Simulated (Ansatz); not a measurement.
MgSc₂S₄:
Space group Fd-3m, origin choice 1 (No. 227); a = 10.5807 Å, b = 10.5807 Å, c = 10.5807 Å, α = 90.00°, β = 90.00°, γ = 90.00°

```
atom  site  symmetry       x       y       z
----  ----  --------  ------  ------  ------
Mg      8b      -43m  0.5000  0.5000  0.5000
Sc     16c      .-3m  0.1250  0.1250  0.1250
S      32e       .3m  0.3669  0.3669  0.3669
```
(The calculation used a cell of 14 atoms; values per cell refer to that cell.)

Relaxed with PBEsol. The program Ansatz at the PBEsol level (PAW) gives a gap of 1.46 eV.

What gap does HSE06 give on the same cell (Ansatz, PAW)?

2.62 eV, 1.16 eV more. The hybrid was solved on a coarser mesh and at special points; its gap is the smallest among all of these.

```json
[
 {"k": "Γ", "v1 PBEsol": "0.00", "c1 PBEsol": "1.46", "v1 HSE06": "0.00", "c1 HSE06": "2.62"},
 {"k": "X", "v1 PBEsol": "-0.57", "c1 PBEsol": "2.09", "v1 HSE06": "(withheld)", "c1 HSE06": "(withheld)"},
 {"k": "L", "v1 PBEsol": "-0.30", "c1 PBEsol": "2.29", "v1 HSE06": "(withheld)", "c1 HSE06": "(withheld)"},
 {"k": "W", "v1 PBEsol": "-0.75", "c1 PBEsol": "2.53", "v1 HSE06": "(withheld)", "c1 HSE06": "(withheld)"},
 {"k": "K", "v1 PBEsol": "-0.50", "c1 PBEsol": "2.26", "v1 HSE06": "(withheld)", "c1 HSE06": "(withheld)"}
]
```

Top valence (v1) and lowest conduction level (c1) in eV from each method's valence maximum (which need not be a listed point): supply the withheld HSE06 values.


- L, v1 HSE06: -0.32
- L, c1 HSE06: 3.55
- K, v1 HSE06: -0.54
- K, c1 HSE06: 3.52
- W, v1 HSE06: -0.79
- W, c1 HSE06: 3.81
- X, v1 HSE06: -0.62
- X, c1 HSE06: 3.34

Cost on shared cores: the PBEsol run (SCF on a 5×5×5 mesh, then bands and DOS) roughly 2.1 core-minutes, the HSE06 run (SCF on 3×3×3, then a few points) around 9 core-minutes (rough); the tasks are unlike.

The workflow started from a Materials Project entry (that database holds measured and hypothetical structures alike); the Crystallography Open Database files this formula in space group No. 227, but the cells were not matched. Whether it is the stable phase at ambient conditions was not checked. Symmetry was held in the PBEsol relaxation; whether a distortion lowers the energy is not shown. No spin polarisation was allowed.

Potentials: the later of the program's two PAW sets.
